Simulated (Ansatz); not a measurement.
Consider the following.

SiMo2C:
```cif
data_C2Mo4Si2
_chemical_formula_sum 'Si2 Mo4 C2'
_space_group_name_H-M_alt 'P 1'
_space_group_IT_number 1
_cell_length_a 3.10607
_cell_length_b 3.10607
_cell_length_c 12.26098
_cell_angle_alpha 90.000
_cell_angle_beta 90.000
_cell_angle_gamma 120.000
loop_
_space_group_symop_operation_xyz
  'x, y, z'
loop_
_atom_site_label
_atom_site_type_symbol
_atom_site_fract_x
_atom_site_fract_y
_atom_site_fract_z
_atom_site_occupancy
Si1 Si 0.66667 0.33333 0.25000 1
Si2 Si 0.33333 0.66667 0.75000 1
Mo1 Mo 0.66667 0.33333 0.90652 1
Mo2 Mo 0.33333 0.66667 0.09348 1
Mo3 Mo 0.33333 0.66667 0.40652 1
Mo4 Mo 0.66667 0.33333 0.59348 1
C1 C 0.00000 0.00000 0.00000 1
C2 C 0.00000 0.00000 0.50000 1
```

This is the r²SCAN-relaxed structure.

Problem. All from r²SCAN (plane waves, PAW; program Ansatz), unless another level is named. Estimate the electronic character.

Solution. metallic (no gap).

Problem. Next, the formation energy from the elements (no fitted shifts)?

Solution. -0.098 eV/atom.

Problem. What about the density of states at the Fermi level?

Solution. 0.60 states/eV per atom (mean over ±0.08 eV).

Problem. Give the gap with spin–orbit coupling.

Solution. none (metallic).

Space group P6_3/mmc. The start of the workflow was typed in or built on a structure type; neither database checked (COD, Materials Project) lists it. Whether it is the stable phase at ambient conditions was not checked. The r²SCAN relaxation kept the symmetry of its start; its stability against distortions is not shown here. No spin polarisation was allowed. The references are the lowest solids computed at this level, not always the standard phases. Scalar-relativistic: spin–orbit coupling is off unless named, which matters more the heavier the elements.

Potentials: the later of the program's two PAW sets.
